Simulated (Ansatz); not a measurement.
LiF:
```cif
data_F2Li2
_chemical_formula_sum 'Li2 F2'
_space_group_name_H-M_alt 'P63mc'
_space_group_IT_number 186
_space_group_name_Hall 'P 6c -2c'
_cell_length_a 3.03011
_cell_length_b 3.03011
_cell_length_c 4.65643
_cell_angle_alpha 90.000
_cell_angle_beta 90.000
_cell_angle_gamma 120.000
loop_
_atom_site_label
_atom_site_type_symbol
_atom_site_symmetry_multiplicity
_atom_site_Wyckoff_symbol
_atom_site_fract_x
_atom_site_fract_y
_atom_site_fract_z
_atom_site_occupancy
Li1 Li 2 b 0.33333 0.66667 0.38403 1
F1 F 2 b 0.66667 0.33333 0.49096 1
```

This is the LDA-relaxed structure.

Problem. All from LDA in the plane-wave PAW code Ansatz, unless another level is named. Estimate the hole effective mass.

Solution. 0.99, 6.3, 6.3 mₑ (principal values).

Problem. And the valence-band maximum?

Solution. at Γ.

Problem. What about the weight of the conduction-edge state by species (Voronoi cells)?

Solution. Li 51 %, F 49 %.

Problem. And the weight of the valence-edge state by species (Voronoi cells)?

Solution. F 95 %, Li 5 %.

Space group P6_3mc (wurtzite). The workflow started from a Materials Project entry (that database holds measured and hypothetical structures alike); the Crystallography Open Database copy checked does not list it. It is not the phase usual at ambient conditions (space group No. 225). The LDA relaxation kept the symmetry of its start; phonons on a q-mesh show no instability.

Potentials: the later of the program's two PAW sets.

Edges and masses are those of Kohn–Sham bands, whose gap is no quasiparticle gap.
